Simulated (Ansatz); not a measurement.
SrO (rock salt, space group No. 225) under volume change, plane-wave PAW HSE06 (Ansatz code), scaled uniformly.

```csv
V (Å³/atom),E − E(relaxed) (meV/atom),P (GPa)
15.569,[?],[?]
16.082,[?],[?]
16.595,4.7,3.03
17.108,0.0,0.01
17.622,4.2,-2.55
18.135,16.0,-4.73
18.648,34.2,-6.58
```

Complete the blanks.


- 15.569, E − E(relaxed) (meV/atom): 47.5
- 15.569, P (GPa): 10.78
- 16.082, E − E(relaxed) (meV/atom): 19.9
- 16.082, P (GPa): 6.58

What does a third-order Birch–Murnaghan fit give for V₀, B₀ and B′?

V₀ = 17.11 Å³/atom, B₀ = 92.5 GPa, B′ = 4.5.

Space group Fm-3m (rock salt). The cell was relaxed with HSE06 under the symmetry of its start.

Potentials: the later of the program's two PAW sets.
